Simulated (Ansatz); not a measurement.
A geometry of KTaO₃ away from equilibrium: the start of the relaxation of a generated cell, KTaO3 placed in the ilmenite structure type. All values below come from PBEsol (plane waves to 420 eV, PAW, scalar-relativistic; Ansatz, a program for electronic structure). Γ-centred k-mesh 5×5×5 on the run's cell (coarser than for final values), Fermi–Dirac smearing 0.05 eV.

```xyz
10
Lattice="2.8441 1.6420 5.2486 -2.8441 1.6420 5.2486 0.0000 -3.2841 5.2486" Properties=species:S:1:pos:R:3:forces:R:3 pbc="T T T" free_energy=-26015.524 pressure_GPa=-17.6
K      0.0000     0.0000     5.5956    0.0000    0.0000    0.1786
K      0.0000     0.0000    10.1502    0.0000    0.0000   -0.1786
O     -0.9691    -1.8352     9.1072   -3.4830   -1.7378   -4.0753
O      2.0739     0.0783     9.1072    3.2465   -2.1474   -4.0753
O     -1.1048     1.7569     9.1072    0.2365    3.8852   -4.0753
O      0.9691     1.8352     6.6385    3.4830    1.7378    4.0753
O     -2.0739    -0.0783     6.6385   -3.2465    2.1474    4.0753
O      1.1048    -1.7569     6.6385   -0.2365   -3.8852    4.0753
Ta     0.0000     0.0000     2.3052    0.0000    0.0000   -0.8922
Ta     0.0000     0.0000    13.4405    0.0000    0.0000    0.8922
```

Positions in Å, forces in eV/Å, free energy of the cell in eV (comparable only within this code, potentials and settings). Largest force: 5.64 eV/Å, on O3, O4, O5, O6, O7, O8 (atoms numbered as listed); the geometry lies 0.62 eV/atom above the end of its relaxation.

No spin polarisation in the result.

The run could not lose the symmetry of its start, so the end can be a saddle point.

The end of the path is a generated cell of KTaO3: the first start was made by placing the elements on the sites of a structure type, and the end was not matched to a known phase here, so it may be hypothetical. Known forms of KTaO3 include space group No. 221.
